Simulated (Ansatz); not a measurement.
This run works on a generated trial structure, not on a known crystal.

Input and command of a plane-wave DFT calculation in Ansatz:

```yaml
crystal:
  lattice:
    - [2.76534753, -3.83339838, 0.0]
    - [2.76534753, 3.83339838, 0.0]
    - [0.0, 0.0, 7.9308566]
  atoms:
    - { symbol: Ga, position: [0.0, 0.0, 0.19680648] }
    - { symbol: Ga, position: [0.0, 0.0, 0.80319352] }
    - { symbol: As, position: [0.5, 0.5, 0.0] }
    - { symbol: As, position: [0.31539241, 0.68460759, 0.5] }
    - { symbol: As, position: [0.68460759, 0.31539241, 0.5] }
    - { symbol: As, position: [0.85306551, 0.14693449, 0.0] }
    - { symbol: As, position: [0.14693449, 0.85306551, 0.0] }
basis:
  ecutwfc: 420
kpoints:
  mp_grid: { grid: [4, 4, 2] }
hamiltonian:
  xc: pbe
scf:
  occupations: { method: gaussian, width: 0.2 }
  lower_state_search: "off"
output:
  forces: true
  stress: true
  eigenvalues: true
relax:
  adjacent_minimum: "off"
  f_tol: 0.08
  max_steps: 16
  cell: { stress_tol: 0.8 }
```

```bash
ansatz run input.yaml --threads 1 --pin off --max-ram 2560MiB --backend cpu --events-out ev --progress --plain --runs-dir out
```

Processor: Intel(R) Xeon(R) Platinum 8488C (Sapphire Rapids), 1 thread, on a host shared with other jobs.

Problem. Estimate time, memory and problem size.

Solution. About 100 s, peak memory 0.54 GiB. It solves 61 bands at 14 k points (after reduction by symmetry) with about 2945 plane waves (on the last cell), in 86 SCF iterations over 11 ionic steps.
